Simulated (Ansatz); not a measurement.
# EuSb (WC-type structure)

Level of theory: DFT, PBE, scalar-relativistic, collinear spin; plane waves to 420 eV with PAW datasets (Ansatz 0.2.0), Γ-centred 10×10×4 mesh, 0.05 eV Gaussian smearing. The datasets are Ansatz's generated set soft_2.

```cif
data_structure
_symmetry_space_group_name_H-M 'P 1'
_symmetry_Int_Tables_number 1
_cell_length_a 4.2141
_cell_length_b 4.2141
_cell_length_c 8.8083
_cell_angle_alpha 90.000
_cell_angle_beta 90.000
_cell_angle_gamma 120.000
_cell_volume 135.47
loop_
_atom_site_label
_atom_site_type_symbol
_atom_site_fract_x
_atom_site_fract_y
_atom_site_fract_z
_atom_site_occupancy
Eu1 Eu 0.00000 0.00000 0.00000 1
Sb1 Sb 0.66667 0.33333 0.25000 1
Eu2 Eu 0.00000 0.00000 0.50000 1
Sb2 Sb 0.66667 0.33333 0.75000 1
```

The start was a prototype's sites filled with these elements, not a measured cell.

Magnetic state: antiferromagnetic, site spin moments Eu 6.74, -6.74 μB.

Cell and atoms are those of this level's equilibrium.

Path: Γ–M–K–Γ–A–L–H–A | L–M | H–K, with Γ = (0.000, 0.000, 0.000), M = (0.500, 0.000, 0.000), K = (0.333, 0.333, 0.000), A = (0.000, 0.000, 1.000), L = (0.500, 0.000, 1.000), H = (0.333, 0.333, 1.000) in reciprocal vectors of the calculation's cell.

The run's cell is 2 times the crystal's primitive cell, to hold the magnetic order, so the bands are folded: in its zone Γ = A, M = L, K = H, which the primitive cell's zone keeps apart.

Q: Is it a metal or an insulator, and if it has a gap, where are the band edges on this path?

A: A metal: bands cross the Fermi level.

Bands as a text map, energy in eV from the Fermi level (dashes), each leg drawn with the same width, + spin up, o spin down, # both:
```
  5.57 |   ###### ######   #  ######   ###### ######   #  #################
  5.14 |###### ###  ########### ## ####### ###  ###########################
  4.71 |########################  #########################################
  4.29 |###################################################################
  3.86 |#######################    ########################################
  3.43 |### ## ### ####  ############## ## ### ####  ###### ##### ####  ###
  3.00 |   ##     ## #######    ##     ##     ## #######     ###   #      #
  2.57 |###         ####    ###########         ####    ##         #      #
  2.14 | ##        #    #   #        ##        #    #   #           ###### 
  1.71 |   #     ## #### # #    ##     #     ## #### # #     ###   ########
  1.29 |    ########    ###    #  #     ########    ###   ###   ###        
  0.86 |## ######         ############ ######         #############        
  0.43 |#########          ##################          ####### ####        
  0.00 |-####################-#----#-####################-##-###-#####--###
 -0.43 |###################################################################
 -0.86 |  ##################  #    #  ##################  ###   #####    ##
 -1.29 |   ##      #    #      #  #    ##      #    #        ###    ###### 
 -1.71 |     #      #### ##              #      #### ##     ## ##  ########
 -2.14 |    # #######  ###      ##      # #######  ###    ##     ##  ####  
 -2.57 |    ##      ######      ##      ##      ######      ## ##  ##    ##
 -3.00 |   #  ######      #            #  ######      #   #########        
 -3.43 | ##                ## ##  ## ##                ##                  
 -3.86 |#                    #      #                    #                 
 -4.29 |                                                                   
 -4.71 |                                                                   
 -5.14 |                                                                   
 -5.57 |                                                                   
 -6.00 |                                                                   
        Γ      M      K      Γ      A      L      H      AL       MH      K
```

It ran for 3.8 min on 2 threads of Arm Neoverse V1, on a shared host, peak memory 1.4 GiB.

Without a U the 4f levels of Eu lie too near the Fermi level, so their share of the states there, and what hangs on it, is overstated. For elements this heavy, spin–orbit coupling would shift levels and gaps; it isn't included here. The run wasn't fully tested for a lower electronic state. Site moments are of spin, integrated over atomic spheres.
